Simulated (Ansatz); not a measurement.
## Property card for Cs₄Au

The calculation used Ansatz 0.2.0, DFT PBE, scalar-relativistic, plane waves, PAW.

Plane waves to 420 eV, a k mesh through Γ of 6×6×6 on the computed 5-atom cell and Gaussian smearing (0.10 eV); no spin polarisation.

The structure is relaxed at this level of theory with its symmetry kept, and needn't be the ground state of this composition.

```xyz
5
Lattice="-4.6045 4.6045 4.6045 4.6045 -4.6045 4.6045 4.6045 4.6045 -4.6045" Properties=species:S:1:pos:R:3 pbc="T T T"
Cs    2.3023    2.3023   -2.3023
Cs   -2.3023    2.3023    2.3023
Cs    2.3023   -2.3023    2.3023
Cs    2.3023    2.3023    2.3023
Au    0.0000    0.0000    0.0000
```

| Quantity | Value |
| --- | --- |
| Space group | Im-3m (No. 229) |
| Volume per atom | 78.10 Å³ |
| Formation energy from the elements' standard states (uncorrected) | -0.077 eV/atom |
| Kohn–Sham band gap | none (metal) |
| Density of states at the Fermi level | 5.4 states/eV per cell |
| Bulk modulus | 4 GPa |
| Its pressure derivative | 4.3 |
| Bader charge by site (e) | Cs (4 in the cell) 0.29, Au (1 in the cell) -1.17 |

Spin-orbit coupling is left out, which matters for the bands of heavy elements.

The cell was found from a structure generator's guess, not taken from experiment.
